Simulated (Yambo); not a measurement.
# Optical response of Si$_{2}$N$_{2}$O

```
Si2N2O
1.0
    4.44485    -2.75205     0.00000
    4.44485     2.75205     0.00000
    0.00000     0.00000     4.85861
N O Si
4 2 4
Direct
  0.09564   0.34288   0.61502
  0.90436   0.65712   0.11502
  0.65712   0.90436   0.61502
  0.34288   0.09564   0.11502
  0.79128   0.20872   0.22129
  0.20872   0.79128   0.72129
  0.02668   0.32758   0.27070
  0.97332   0.67242   0.77070
  0.67242   0.97332   0.27070
  0.32758   0.02668   0.77070
```

Yambo, RPA with local fields on PBEsol bands; 4×4×4 mesh, 93 bands, 3 Ry local-field block, 0.2 eV broadening; field along z.

```
E (eV)  Im ε   Re ε  Im ε, independent particles
------  ----  -----  ---------------------------
0.0     0.00   3.45                         0.00
0.4     0.00   3.46                         0.00
0.8     0.01   3.47                         0.01
1.1     0.01   3.48                         0.01
1.5     0.02   3.51                         0.02
1.9     0.02   3.54                         0.02
2.2     0.03   3.59                         0.03
2.6     0.03   3.64                         0.04
3.0     0.04   3.71                         0.04
3.4     0.05   3.79                         0.05
3.8     0.06   3.89                         0.06
4.1     0.07   4.01                         0.08
4.5     0.09   4.16                         0.10
4.9     0.13   4.35                         0.14
5.2     0.17   4.58                         0.18
5.6     0.24   4.93                         0.27
6.0     0.47   5.37                         0.50
6.4     0.82   6.02                         0.94
6.8     1.86   6.50                         2.17
7.1     2.93   6.54                         3.47
7.5     4.74   5.95                         5.37
7.9     4.19   3.67                         4.37
8.2     3.89   4.64                         4.19
8.6     4.82   3.76                         5.19
9.0     4.70   3.41                         5.03
9.4     5.24   2.64                         5.74
9.8     4.67   2.74                         5.26
10.1    5.36   0.67                         5.94
10.5    3.79   0.90                         4.26
10.9    4.26   1.39                         4.97
11.2    3.82   0.35                         4.28
11.6    3.73   0.23                         4.15
12.0    3.14   0.03                         3.45
12.4    2.84   0.22                         3.24
12.8    2.95   0.10                         3.28
13.1    2.61  -0.08                         2.84
13.5    2.46   0.05                         2.78
13.9    2.14  -0.03                         2.46
14.2    2.02   0.02                         2.31
14.6    1.95   0.21                         2.30
15.0    2.15   0.21                         2.43
15.4    2.04  -0.10                         2.04
15.8    1.74  -0.14                         1.73
16.1    1.67  -0.03                         1.69
16.5    1.62  -0.02                         1.69
16.9    1.53  -0.07                         1.63
17.2    1.52   0.01                         1.60
17.6    1.39  -0.10                         1.40
18.0    1.40  -0.05                         1.38
18.4    1.29  -0.16                         1.19
18.8    1.19  -0.19                         1.09
19.1    1.07  -0.19                         0.97
19.5    0.89  -0.17                         0.83
19.9    0.80  -0.09                         0.77
```

Peak heights and small wiggles depend on the k mesh. Convergence of the RPA response with its 4×4×4 mesh was not tested. No excitonic effects at this level.

Geometry of the Materials Project entry, not relaxed at this level.
